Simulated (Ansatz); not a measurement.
Notes on Ba₂CaMoO₆

```
Ba Ca Mo O
1.0
     0.00000    4.22982    4.22982
     4.22982    0.00000    4.22982
     4.22982    4.22982    0.00000
Ba Ca Mo O
2 1 1 6
Cartesian
  2.1149 2.1149 2.1149
  6.3447 6.3447 6.3447
  0.0000 0.0000 0.0000
  4.2298 4.2298 4.2298
  2.2998 4.2298 4.2298
  4.2298 2.2998 4.2298
  6.1598 4.2298 4.2298
  4.2298 6.1598 4.2298
  4.2298 4.2298 2.2998
  4.2298 4.2298 6.1598
```

Single point in Ansatz 0.2.0 with r2SCAN, no spin polarisation. Cutoff 500 eV, PAW datasets, 5×5×5 Γ-centred k mesh, methfessel-paxton filling (width 0.1597 eV).

**Question.** Which atom feels the largest force, and which way?

**Answer.** The largest is on O10 (and as large on other atoms): 0.09 eV/Å, components (0.00, 0.00, -0.09). It makes 0° with the line to a nearest neighbour, Mo4 at 1.93 Å, pointing towards it.

**Question.** What is the band gap?

**Answer.** The gap is 2.45 eV, indirect (the least direct gap found is 2.50 eV). A semilocal functional usually gives too small a gap.

**Question.** Describe some of the short contacts.

**Answer.** Mo–O at 1.93 Å: least valence density 1.02 e/Å³ and ELF 0.28 there. Ca–O at 2.30 Å: least valence density 0.30 e/Å³ and ELF 0.08 there, a closed-shell (ionic or weak) contact. Ba–O at 3.00 Å: least valence density 0.12 e/Å³ and ELF 0.06 there, a closed-shell (ionic or weak) contact. These are pseudo-fields; inside the PAW spheres they differ from the all-electron ones.

**Question.** Is the cell too large or too small?

**Answer.** The pressure is -3.0 GPa (compression positive), so with the atoms held at these fractions the cell would first shrink.

Origin: a database entry at a rescaled volume. Caveats: wide smearing.
